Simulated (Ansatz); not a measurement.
All numbers below come from Ansatz, DFT PBE, scalar-relativistic, plane waves, PAW. Settings of the last relaxation (8-atom cell): 420 eV, 8×8×8 k points, Gaussian smearing of 0.10 eV, no spin polarisation.

Formation energies are uncorrected and count from the elements' standard states at the same level.

Problem. Find a candidate cubic metal that holds Hf and 2 more elements, with a formation energy near −1.34 eV/atom and a density near 11.28 g/cm³, in a cell of 8 atoms.

Solution. Hf3AlN4, space group Pm-3m (No. 221). Around Hf lie 6 N at 2.25 Å, 4 Al at 3.18 Å and 8 Hf at 3.18 Å; around Al lie 6 N at 2.25 Å and 12 Hf at 3.18 Å; around N on a site of symmetry m-3m lie 6 Hf at 2.25 Å; around N on a site of symmetry 4/mmm lie 2 Al at 2.25 Å and 4 Hf at 2.25 Å.

```
CELL_PARAMETERS angstrom
4.49842 0.00000 0.00000
0.00000 4.49842 0.00000
0.00000 0.00000 4.49842
ATOMIC_POSITIONS crystal
Hf 0.50000 0.00000 0.50000
Hf 0.00000 0.50000 0.50000
Hf 0.50000 0.50000 0.00000
Al 0.00000 0.00000 0.00000
N 0.50000 0.50000 0.50000
N 0.00000 0.50000 0.00000
N 0.50000 0.00000 0.00000
N 0.00000 0.00000 0.50000
```

The volume per atom is 11.38 Å³ and the density is 11.28 g/cm³. The formation energy is −1.34 eV/atom. The gap on the 8×8×8 mesh of the 8-atom cell is 0 eV (a metal).

The structure comes from a generated guess, relaxed at this level; another structure or a mixture of phases may lie lower. The answer needn't be unique; the calculation gave this one.

These runs have no spin–orbit coupling, which can matter for Hf. A structure relaxed within its symmetry needn't be a true minimum. Another cell of Hf3AlN4 relaxed alike, in P4/mmm, lies 84 meV/atom lower, so this cell isn't the stable form at this level.
